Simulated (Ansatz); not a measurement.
## Computed frozen-phonon scan: Mg (hcp, Mg type)

Starting cell, Mg (hcp, Mg type):

```
Mg
1.0
    3.18616     0.00000     0.00000
   -1.59308     2.75930     0.00000
    0.00000     0.00000     5.22349
Mg
2
Direct
  0.33333   0.66667   0.75000
  0.66667   0.33333   0.25000
```

A phonon eigenvector at Γ is frozen into this cell: atom i moves by Q times the vector below, so Q is the largest atomic displacement, in Å. The cell is held.

```
atom      x      y       z
----  -----  -----  ------
Mg1   0.000  0.000  -1.000
Mg2   0.000  0.000   1.000
```

All values below come from PBE (plane waves to 420 eV, PAW, scalar-relativistic; Ansatz, an electronic-structure program). k mesh 17×17×9 (Γ-centred), Fermi-Dirac smearing 0.05 eV. E stands for the smeared free energy. Compression counts positive. With partly filled bands, energies and forces of such displacements shift with the k mesh and the smearing. Mg was relaxed with its symmetry unable to fall. The PAW data are Ansatz's earlier set. The zero of ΔE is the undisplaced structure.

| Q (Å) | ΔE (eV/cell) | P (GPa) | −dE/dQ from forces (eV/Å) |
|---|---|---|---|
| -0.100 | 0.0534 | 0.5 | 1.090 |
| -0.083 | 0.0369 | 0.4 | 0.898 |
| -0.067 | 0.0235 | 0.2 | 0.711 |
| -0.050 | 0.0131 | 0.1 | 0.528 |
| -0.033 | 0.0058 | 0.1 | 0.350 |
| -0.017 | 0.0015 | 0.0 | 0.174 |
| 0.000 | 0.0000 | 0.0 | 0.000 |
| 0.017 | 0.0015 | 0.0 | -0.174 |
| 0.033 | 0.0058 | 0.1 | -0.350 |
| 0.050 | 0.0131 | 0.1 | -0.528 |
| 0.067 | 0.0235 | 0.2 | -0.711 |
| 0.083 | 0.0369 | 0.4 | -0.898 |
| 0.100 | 0.0534 | 0.5 | -1.090 |

What the scan shows:

| Quantity | Value |
|---|---|
| Energy at Q = 0.100 Å | 53.4 meV/cell |
| Space group of the distorted cell | P-3m1 (No. 164), lowered from P6_3/mmc |
| Symmetry of the curve | even: the same for both signs |
| Shape of the curve | a single well with its minimum at or next to zero displacement |
| Harmonic wavenumber from the curvature (finite differences) | 242 cm⁻¹ |
| Wavenumber by perturbation theory (DFPT, on another k mesh) | 242 cm⁻¹ |

(For displaced atoms, the force is minus the slope of the energy, and its curvature is a force constant, which sets phonon frequencies.)
